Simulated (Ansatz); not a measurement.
YSb (rock salt, Fm-3m) under volume change, r²SCAN in the plane-wave PAW code Ansatz, scaled uniformly.

| V (Å³/atom) | E − E(relaxed) (meV/atom) | P (GPa) |
|---|---|---|
| 27.238 | ___ | ___ |
| 28.136 | 23.8 | 4.45 |
| 29.034 | 5.7 | 2.07 |
| 29.932 | 0.0 | 0.01 |
| 30.830 | 5.1 | -1.78 |
| 31.728 | ___ | ___ |
| 32.626 | 41.7 | -4.61 |

Question: Some entries are withheld; supply them.

Answer: 
- 31.728, E − E(relaxed) (meV/atom): 19.4
- 31.728, P (GPa): -3.30
- 27.238, E − E(relaxed) (meV/atom): 56.2
- 27.238, P (GPa): 7.19

Question: What does a third-order Birch–Murnaghan fit give for V₀, B₀ and B′?

Answer: V₀ = 29.94 Å³/atom, B₀ = 63.5 GPa, B′ = 3.9.

The workflow started from an entry of the Crystallography Open Database (COD). Whether it is the stable phase at ambient conditions was not checked. The cell was relaxed with r²SCAN under the symmetry of its start; whether a distortion lowers the energy is not shown. The run is not spin-polarised. Spin–orbit coupling is left out wherever it is not named.

Potentials: the later of the program's two PAW sets.
